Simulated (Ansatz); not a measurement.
WSe₂ (P6_3/mmc) was relaxed and computed twice in Ansatz (plane waves, PAW), once with PBE+D3(BJ) and once with r²SCAN+D4.

```
                                                                                                            run 1                                                       run 2
------------------------------------  ---------------------------------------------------------------------------  ----------------------------------------------------------
cell                                  a = 3.279 Å, b = 3.279 Å, c = 12.786 Å, α = 90.00°, β = 90.00°, γ = 120.00°  a = b = 3.303 Å, c = 13.227 Å, α = β = 90.00°, γ = 120.00°
gap (eV)                                                                                                     0.87                                                        1.17
ΔH_f (eV/atom)                                                                                              -0.56                                                       -0.62
B₀ by P(V) fit (GPa)                                                                                         47.3                                                        34.7
K_Hill (GPa)                                                                                                 57.6                                                        49.0
G_Hill (GPa)                                                                                                 44.9                                                        35.9
ε∞                                                                                                           13.1                                                        11.6
ε0                                                                                                           13.3                                                        11.7
highest Γ mode, no LO–TO term (cm⁻¹)                                                                          306                                                         310
electron conductivity mass (mₑ)                                                                              0.45                                                        0.50
Θ_D (K)                                                                                                       263                                                         238
```

**Question.** Which run used which functional?

**Answer.** Run 1 is PBE+D3(BJ), run 2 is r²SCAN+D4.

All cells were relaxed under the symmetry of their starts (and spin orders); stability against distortions was not tested throughout. Rows with no word on spin ran without spin polarisation. Spin–orbit coupling is left out wherever it is not named.

Potentials: the later of the program's two PAW sets.

Ansatz (a first-principles code) is a plane-wave DFT program.

Formation energies count from the lowest solids of the elements computed at the same level, not from gases.
